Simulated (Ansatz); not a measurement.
Input:

Cl:
```xyz
1
Lattice="-1.7187 1.7187 1.7187 1.7187 -1.7187 1.7187 1.7187 1.7187 -1.7187" Properties=species:S:1:pos:R:3 pbc="T T T"
Cl     0.0000     0.0000     0.0000
```

This is the PBE+D3(BJ)-relaxed structure.

All from PBE+D3(BJ) in the plane-wave PAW code Ansatz, unless another level is named. Estimate the electronic character.

metallic (no gap).

Predict the density of states at the Fermi level.

2.4 states/eV per atom (mean over ±0.08 eV).

Space group Im-3m (bcc (W type)). A made-up cell: these elements were put on the sites of a structure type; neither database checked (COD, Materials Project) lists it. It is not the usual solid phase (space group No. 64). The PBE+D3(BJ) relaxation kept the symmetry of its start. At this level the phase is dynamically unstable (imaginary phonons). The substance is a gas or liquid at ambient conditions. With an odd number of electrons in the cell and no spin polarisation, the count alone makes it a metal.

Potentials: the later of the program's two PAW sets.
